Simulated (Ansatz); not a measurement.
Consider the following.

Relaxed Cu (fcc, Cu type):

```
CELL_PARAMETERS angstrom
      0.00000     3.62881     3.62881
      1.81440     1.81440     3.62881
      1.81440     1.81440     0.00000
ATOMIC_POSITIONS crystal
  Cu 0.00000 0.00000 0.00000
  Cu 0.50000 0.00000 0.00000
```

The atoms are displaced by Q × the pattern below (from a DFPT mode at X = (0.5, 0.5, 0.0), largest move 1; Q in Å), at fixed cell. It is one choice among 2 degenerate patterns. (q is in reciprocal vectors of the primitive cell; the cell shown is doubled to hold the pattern.)

```
atom      x       y      z
----  -----  ------  -----
Cu1   0.000   1.000  0.000
Cu2   0.000  -1.000  0.000
```

Computed with PBE (plane waves to 420 eV, PAW, scalar-relativistic; Ansatz, a quantum-chemistry and plane-wave program). k mesh 22×22×22 (Γ-centred), Fermi-Dirac smearing 0.05 eV. The energy includes the smearing's −TS. With partly filled bands, energies and forces of such displacements shift with the k mesh and the smearing. Cu is run without spin polarisation. Cu was relaxed with its symmetry unable to fall. The PAW data are Ansatz's earlier set. The zero of ΔE is the undisplaced structure.

The scan covers Q from -0.280 to 0.280 Å in 13 points.

Q: Which space group does the distorted structure have?

A: Cmcm (No. 63), lowered from Fm-3m.

Q: Is this a single well or a double well?

A: A single well with its minimum at or next to zero displacement.

Q: What is the energy change at Q = 0.280 Å?

A: 578 meV/cell.

Q: What harmonic wavenumber does the curvature at Q = 0 give?

A: 169 cm⁻¹.

(For displaced atoms, the force is minus the slope of the energy, and its curvature is a force constant, which sets phonon frequencies.)
